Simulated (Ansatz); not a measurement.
AlIr (rock salt, Fm-3m) under volume change, PBE in the plane-wave PAW code Ansatz, scaled uniformly.

| V (Å³/atom) | E − E(relaxed) (meV/atom) | P (GPa) |
|---|---|---|
| 14.651 | 74.4 | 17.93 |
| 15.134 | 31.2 | 10.95 |
| 15.617 | 7.4 | 5.03 |
| 16.100 | 0.0 | -0.01 |
| 16.583 | 6.7 | -4.29 |
| 17.066 | 25.2 | -7.92 |
| 17.549 | 53.9 | -11.01 |

What does a third-order Birch–Murnaghan fit give for V₀, B₀ and B′?

V₀ = 16.10 Å³/atom, B₀ = 154 GPa, B′ = 4.4.

The start of the workflow was typed in or built on a structure type; neither database checked (COD, Materials Project) lists it. Whether it is the stable phase at ambient conditions was not checked. The PBE relaxation kept the symmetry of its start; whether a distortion lowers the energy is not shown. The run is not spin-polarised. Scalar-relativistic: spin–orbit coupling is off unless named, which matters more the heavier the elements.

Potentials: the later of the program's two PAW sets.
